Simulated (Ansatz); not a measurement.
LaNiO3 (space group R-3c)

```
LaNiO3
1.0
    2.70469     1.56155     4.31438
   -2.70469     1.56155     4.31438
    0.00000    -3.12311     4.31438
La Ni O
2 2 6
Direct
  0.25000   0.25000   0.25000
  0.75000   0.75000   0.75000
  0.00000   0.00000   0.00000
  0.50000   0.50000   0.50000
  0.79867   0.25000   0.70133
  0.20133   0.75000   0.29867
  0.70133   0.79867   0.25000
  0.29867   0.20133   0.75000
  0.25000   0.70133   0.79867
  0.75000   0.29867   0.20133
```

The volume is varied about the relaxed value V₀ at fixed cell shape. The atoms relax within the cell's symmetry.

These are PBEsol (plane waves to 420 eV, PAW, scalar-relativistic; Ansatz, a program for electronic structure) values and carry that method's errors. k mesh 11×11×11 (Γ-centred), Fermi-Dirac smearing 0.05 eV. Stress and pressure are positive under compression. LaNiO3 is run without spin polarisation and with no Hubbard U. LaNiO3 was relaxed with its symmetry unable to fall.

At one point of the scan the stress tensor (GPa) is:

```
   -9.6      0.0      0.0
    0.0     -9.6      0.0
    0.0      0.0    -10.0
```

Task: Which point is it?
A) V/V₀ = 1.045
B) V/V₀ = 1.060
C) V/V₀ = 1.030
D) V/V₀ = 1.015

Result: B, V/V₀ = 1.060

(A scan under strain: stresses follow from slopes of the energy per volume, elastic moduli from its curvatures.)
